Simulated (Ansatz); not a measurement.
PbS:
```cif
data_PbS
_chemical_formula_sum 'Pb1 S1'
_space_group_name_H-M_alt 'P 1'
_space_group_IT_number 1
_cell_length_a 4.24875
_cell_length_b 4.24875
_cell_length_c 4.24875
_cell_angle_alpha 60.000
_cell_angle_beta 60.000
_cell_angle_gamma 60.000
loop_
_space_group_symop_operation_xyz
  'x, y, z'
loop_
_atom_site_label
_atom_site_type_symbol
_atom_site_fract_x
_atom_site_fract_y
_atom_site_fract_z
_atom_site_occupancy
Pb1 Pb 0.00000 0.00000 0.00000 1
S1 S 0.50000 0.50000 0.50000 1
```

Relaxed with PBE. Independent-particle spectrum: no excitons, no local fields, no scissors shift; 0.1 eV broadening; ε₁ of the summed bands alone.

Problem. Tabulate the dielectric function from plane-wave PAW PBE (Ansatz code).

Solution. 

| E (eV) | ε₁ xx | ε₂ xx |
|---|---|---|
| 0.0 | 16.38 | 0.00 |
| 0.5 | 17.57 | 0.40 |
| 1.0 | 18.72 | 1.96 |
| 1.5 | 21.12 | 4.59 |
| 2.0 | 23.31 | 9.73 |
| 2.5 | 24.18 | 22.47 |
| 3.0 | 4.76 | 38.45 |
| 3.5 | -9.51 | 17.65 |
| 4.0 | -7.11 | 12.38 |
| 4.5 | -6.68 | 7.49 |
| 5.0 | -4.91 | 4.84 |
| 5.5 | -3.40 | 3.72 |
| 6.0 | -2.27 | 2.74 |
| 6.5 | -1.07 | 2.47 |
| 7.0 | -0.54 | 2.96 |
| 7.5 | -1.00 | 1.76 |
| 8.0 | 0.61 | 2.83 |
| 8.5 | -1.41 | 3.77 |
| 9.0 | -0.68 | 2.53 |
| 9.5 | -1.17 | 2.58 |
| 10.0 | -0.99 | 2.46 |
| 10.5 | -0.88 | 2.08 |
| 11.0 | -0.88 | 1.83 |
| 11.5 | -0.99 | 1.68 |
| 12.0 | -0.97 | 1.63 |

Problem. From ε at 1.4 eV (xx: 20.56 + 3.91i), find n, k, the normal reflectivity and the absorption coefficient.

Solution. n = 4.55, k = 0.429, R = 41 %, α = 2kE/ħc = 61000 cm⁻¹.

With all bands, ε∞ without local fields is 16.5.

Space group Fm-3m (rock salt). Symmetry was held in the PBE relaxation; of distortions, only those at the zone centre were tested. Scalar-relativistic: spin–orbit coupling is off unless named, which matters more the heavier the elements.

Potentials: the later of the program's two PAW sets.
